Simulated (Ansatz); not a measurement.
**Computed properties of MgSnS₂**

MgSnS$_{2}$:
Space group P-3m1 (No. 164); a = b = 3.822 Å, c = 6.712 Å, α = β = 90.00°, γ = 120.00°

| atom | site | symmetry | x | y | z |
|---|---|---|---|---|---|
| S | 2d | 3m. | 0.3333 | 0.6667 | 0.2842 |
| Sn | 1a | -3m. | 0.0000 | 0.0000 | 0.0000 |
| Mg | 1b | -3m. | 0.0000 | 0.0000 | 0.5000 |

Space group P-3m1 (No. 164); conventional cell a = 3.822 Å, b = 3.822 Å, c = 6.712 Å, α = 90.00°, β = 90.00°, γ = 120.00°.

Method: r²SCAN+D4 (plane waves, PAW; program Ansatz). The cell and atoms are relaxed at this level. Other levels are named where they apply.

Cell and energy:

```yaml
volume_per_atom: 21.23 Å³
density: 4.05 g/cm³
Formation energy from the elements (no fitted shifts): -0.94 eV/atom
```

Electronic structure:

```yaml
band_gap: 0.42 eV (indirect)
valence_band_maximum: at A
conduction_band_minimum: at L (3 equivalent valleys)
smallest_direct_gap_on_the_standard_path: 1.33 eV
electron_effective_mass: 0.13, 0.89, 1.2 mₑ (principal values)
Electron effective mass with spin–orbit coupling: 0.13, 0.90, 1.2 mₑ (principal values)
hole_effective_mass: 0.16, 0.71, 0.71 mₑ (principal values)
Hole effective mass with spin–orbit coupling: 0.16, 0.70, 0.70 mₑ (principal values)
HSE06 gap on the r²SCAN+D4 cell: 0.68 eV
Gap with spin–orbit coupling: 0.40 eV
```

Charges:

```yaml
bader_charges: S -1.37, Sn +1.04, Mg +1.70 e
```

A made-up cell: these elements were put on the sites of a structure type; neither database checked (COD, Materials Project) lists it. Whether it is the stable phase at ambient conditions was not checked. The cell was relaxed with r²SCAN+D4 under the symmetry of its start; whether a distortion lowers the energy is not shown. The references are the lowest solids computed at this level, not always the standard phases. Scalar-relativistic: spin–orbit coupling is off unless named, which matters more the heavier the elements.

Potentials: the later of the program's two PAW sets.
